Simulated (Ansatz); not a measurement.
# NbCr₃ (Fm-3m), two-dimensional strain map

These are results of Ansatz, DFT PBEsol, scalar-relativistic, plane waves, PAW, not measurements. Settings: plane waves to 420 eV, k-mesh 14×14×14 (Γ-centred), Gaussian smearing 0.15 eV. No spin polarisation. A magnetic state may lie lower. Energies are free energies at this smearing, counted from the undisturbed cell; pressure is positive in compression.

Reference structure (relaxed at this level; it needn't be the usual structure):

```yaml
crystal:
  lattice:
    - [0.00000, 2.94021, 2.94021]
    - [2.94021, 0.00000, 2.94021]
    - [2.94021, 2.94021, 0.00000]
  atoms:
    - { symbol: Nb, position: [0.00000, 0.00000, 0.00000] }
    - { symbol: Cr, position: [0.75000, 0.75000, 0.75000] }
    - { symbol: Cr, position: [0.25000, 0.25000, 0.25000] }
    - { symbol: Cr, position: [0.50000, 0.50000, 0.50000] }
```

The cell is strained by p along both x and y and by q along z, fractional coordinates fixed. Points are written (p, q).

Energy above the undisturbed cell in meV/atom (a dash: not computed):

| p \ q | -0.030 | -0.015 | 0.000 | 0.015 | 0.030 |
| --- | --- | --- | --- | --- | --- |
| -0.030 | 85.9 | 61.1 | 45.8 | ? | 40.1 |
| -0.015 | ? | 20.6 | – | – | – |
| 0.000 | – | – | 0.0 | – | – |

Problem. Fill in the withheld energies.

Solution. (-0.030, 0.015): 39.1; (-0.015, -0.030): 39.4.